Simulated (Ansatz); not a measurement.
This guess for Ga4Sb3As is about to be relaxed.

```cif
data_structure
_symmetry_space_group_name_H-M 'I-42m'
_symmetry_Int_Tables_number 121
_cell_length_a 5.7322
_cell_length_b 5.7322
_cell_length_c 11.4645
_cell_angle_alpha 90.000
_cell_angle_beta 90.000
_cell_angle_gamma 90.000
_cell_volume 376.71
loop_
_atom_site_label
_atom_site_type_symbol
_atom_site_symmetry_multiplicity
_atom_site_Wyckoff_symbol
_atom_site_fract_x
_atom_site_fract_y
_atom_site_fract_z
_atom_site_occupancy
Ga1 Ga 8 i 0.25000 0.25000 0.37500 1
Sb1 Sb 2 b 0.50000 0.50000 0.00000 1
Sb2 Sb 4 d 0.00000 0.50000 0.25000 1
As1 As 2 a 0.00000 0.00000 0.00000 1
```

All numbers below come from DFT PBE, scalar-relativistic, plane waves, PAW in Ansatz. Cutoff 420 eV, Gaussian smearing, Γ-centred meshes. Cell and atoms relax first on a coarse mesh and then on a finer one. In between, the cell is made exact in the group found at 0.06 Å. In metals the finer mesh still leaves noise of several meV/atom or more. The steps can't lower the symmetry of their start. No spin polarisation.

A guess keeps its type if space group and coordination stay and the shape of the cell changes little (axis ratios within about 15 %, angles within 6°); the volume may change.

Question: Does it keep its structure type, or change into something else?

Answer: It keeps its type. The symmetry stays I-42m (No. 121). The volume per atom grows by 20.3 %, from 23.5 to 28.3 Å³. The shortest distance goes from 2.48 Å (Ga–As and Ga–Sb) to 2.52 Å (Ga–As). The ratio c/a of the conventional cell changes by a factor of 1.00. Counting neighbours within 15 % of an atom's shortest distance, the start has As 4, Ga 4, Sb 4 and the end As 4, Ga 4, Sb 4.

The last run used a 10×10×10 mesh for its 8-atom cell and Gaussian smearing of 0.10 eV. Spin–orbit coupling, which can matter for Sb, is left out. A structure relaxed within its symmetry needn't be a true minimum.
